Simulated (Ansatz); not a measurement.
Relaxed SnO₂ (rutile):

```yaml
crystal:
  lattice:
    - [4.82756, 0.00000, 0.00000]
    - [0.00000, 4.82756, 0.00000]
    - [0.00000, 0.00000, 3.23791]
  atoms:
    - { symbol: Sn, position: [0.00000, 0.00000, 0.00000] }
    - { symbol: Sn, position: [0.50000, 0.50000, 0.50000] }
    - { symbol: O, position: [0.30660, 0.30660, 0.00000] }
    - { symbol: O, position: [0.80660, 0.19340, 0.50000] }
    - { symbol: O, position: [0.19340, 0.80660, 0.50000] }
    - { symbol: O, position: [0.69340, 0.69340, 0.00000] }
```

Scan: atom 5 (O, nearest neighbour Sn at 2.089 Å; its periodic images, 3.2 Å or more away, move with it) is displaced along Cartesian [111], direction (0.577, 0.577, 0.577) in Cartesian axes, by s. The other atoms stay.

The numbers are results of PBE (plane waves to 420 eV, PAW, scalar-relativistic; Ansatz, a program for electronic structure), not measurements. k mesh 6×6×8 (Γ-centred), Fermi-Dirac smearing 0.05 eV. Energies are smeared free energies. SnO2 was relaxed with its symmetry unable to fall. The PAW data are Ansatz's earlier set. ΔE is measured from the undisplaced structure.

```csv
s (Å),ΔE (meV/cell)
-0.420,withheld
-0.336,344
-0.252,195
-0.168,87
-0.084,22
0.000,0
0.084,22
0.168,87
0.252,195
0.336,344
0.420,withheld
```

**Question.** Fit an even polynomial form (powers 2, 4) to the given rows and predict ΔE at s = -0.420.

**Answer.** Least squares on the 9 given rows: ΔE = (3099)·s² + (-462.4)·s⁴, in meV/cell with s in Å; root-mean-square residual 0.1 meV/cell. At -0.420 the fit gives 532 meV/cell; the calculation gives 531 meV/cell, so the extrapolation is off by 1 (+0.2 %). The quadratic term alone would give 547 meV/cell.

(A displaced cell: forces are minus the slopes of the energy, force constants its curvatures, and phonons follow from these.)
